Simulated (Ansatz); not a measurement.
KI:
```
KI
1.0
    0.00000     3.54587     3.54587
    3.54587     0.00000     3.54587
    3.54587     3.54587     0.00000
K I
1 1
Direct
  0.00000   0.00000   0.00000
  0.50000   0.50000   0.50000
```

Relaxed with r²SCAN.

Problem. Give the Bader charges and basin volumes of the independent atoms, plane-wave PAW r²SCAN (Ansatz code).

Solution. 

```
atom  Bader charge (e)  Bader volume (Å³)
----  ----------------  -----------------
K1               +0.84               23.6
I2               -0.84               65.0
```

Space group Fm-3m (rock salt). Symmetry was held in the r²SCAN relaxation. Scalar-relativistic: spin–orbit coupling is off unless named, which matters more the heavier the elements.

Potentials: the later of the program's two PAW sets.
